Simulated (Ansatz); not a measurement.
Al$_{3}$Pt$_{2}$:
```cif
data_Al3Pt2
_chemical_formula_sum 'Al3 Pt2'
_space_group_name_H-M_alt 'P-3m1'
_space_group_IT_number 164
_space_group_name_Hall '-P 3 2"'
_cell_length_a 4.20725
_cell_length_b 4.20725
_cell_length_c 5.17775
_cell_angle_alpha 90.000
_cell_angle_beta 90.000
_cell_angle_gamma 120.000
loop_
_atom_site_label
_atom_site_type_symbol
_atom_site_symmetry_multiplicity
_atom_site_Wyckoff_symbol
_atom_site_fract_x
_atom_site_fract_y
_atom_site_fract_z
_atom_site_occupancy
Al1 Al 1 a 0.00000 0.00000 0.00000 1
Al2 Al 2 d 0.66667 0.33333 0.35349 1
Pt1 Pt 2 d 0.33333 0.66667 0.16425 1
```

Relaxed at zero pressure with PBEsol in the plane-wave PAW code Ansatz.

### Question
The volume is lowered by 9 % and shape and atoms relax at that volume. What pressure results, and how do the axes share the change?

### Answer
19.3 GPa; a -3.3 %, b -3.3 %, c -2.7 %; the energy rises by 79 meV/atom.

### Question
Give the new structure.

### Answer

Space group P-3m1 (No. 164); a = 4.0686 Å, b = 4.0686 Å, c = 5.0383 Å, α = 90.00°, β = 90.00°, γ = 120.00°

```csv
atom,site,symmetry,x,y,z
Al,1a,-3m.,0.0000,0.0000,0.0000
Al,2d,3m.,0.6667,0.3333,0.3557
Pt,2d,3m.,0.3333,0.6667,0.1642
```

The phase is kept; no other phase was compared at this pressure.

The workflow started from a Materials Project entry (that database holds measured and hypothetical structures alike); the Crystallography Open Database copy checked does not list it. Its standing as an ambient phase is unchecked. Symmetry was held in the PBEsol relaxation; of distortions, only those at the zone centre were tested. The run is not spin-polarised. Axis ratios of metals converge slowly with the k-mesh, so a and c are less sure than the volume. Scalar-relativistic: spin–orbit coupling is off unless named, which matters more the heavier the elements.

Potentials: the later of the program's two PAW sets.
